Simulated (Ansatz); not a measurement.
## What a trial cell of CaTeI3 relaxes into

Level of theory: DFT PBE, scalar-relativistic, plane waves, PAW (Ansatz 0.2.0). Cutoff 420 eV, Gaussian smearing, Γ-centred meshes. Cell and atoms relax first on a coarse mesh and then on a finer one. In between, the cell is made exact in the group found at 0.06 Å. In metals the finer mesh still leaves noise of several meV/atom or more. The steps can't lower the symmetry of their start. No spin polarisation.

A trial structure of CaTeI3 was built thus: random cell by space group and Wyckoff sites (P6/mmm, No. 191). Its size is a rough estimate.

```
Ca Te I
1.0
     6.14139    0.00000    0.00000
    -3.07069    5.31860    0.00000
     0.00000    0.00000    6.25725
Ca Te I
1 1 3
Direct
  0.00000 0.00000 0.00000
  0.00000 0.00000 0.50000
  0.50000 0.00000 0.00000
  0.00000 0.50000 0.00000
  0.50000 0.50000 0.00000
```

Energies over the elements count from the elements' standard structures at the same level, with no fitted energy shifts.

**Question.** Where does the relaxation end?

**Answer.** The symmetry stays P6/mmm (No. 191). The volume per atom grows by 19.5 %, from 40.9 to 48.9 Å³. The shortest distance goes from 3.07 Å (Ca–I and I–I) to 3.02 Å (Ca–Te). The ratio c/a of the conventional cell changes by a factor of 0.87. The energy falls by about 0.19 eV/atom (the start's value is from the coarse mesh). Conventional cell: a = 6.831 Å, c = 6.046 Å. Around Ca lie 2 Te at 3.02 Å and 6 I at 3.42 Å; Te is surrounded by 2 Ca at 3.02 Å; I has 2 Ca at 3.42 Å and 4 I at 3.42 Å.

```
Ca Te I
1.0
     6.83091    0.00000    0.00000
    -3.41545    5.91574    0.00000
     0.00000    0.00000    6.04570
Ca Te I
1 1 3
Direct
  0.00000 0.00000 0.00000
  0.00000 0.00000 0.50000
  0.50000 0.00000 0.00000
  0.00000 0.50000 0.00000
  0.50000 0.50000 0.00000
```

**Question.** How does it come out in energy, and is it a metal?

**Answer.**

- Formation energy: −0.33 eV/atom
- Gap on the 6×6×6 mesh of the 5-atom cell: 0 eV (a metal)

The last run used Gaussian smearing of 0.10 eV. These runs have no spin–orbit coupling, which can matter for I and Te. An odd number of electrons in the primitive cell allows no gap without spin; a larger cell or a magnetic state could open one. The cell is a metal run without spin; a magnetic state may lie lower. The reference forms of I and Te are held partly by dispersion forces, which this level lacks. A structure relaxed within its symmetry needn't be a true minimum. In all, the 3 runs took 120 s on 1 thread of Arm Neoverse V1, with other jobs on the host. Another cell of CaTeI3 relaxed alike, in R3m, lies 0.32 eV/atom lower, so this cell isn't the stable form at this level.
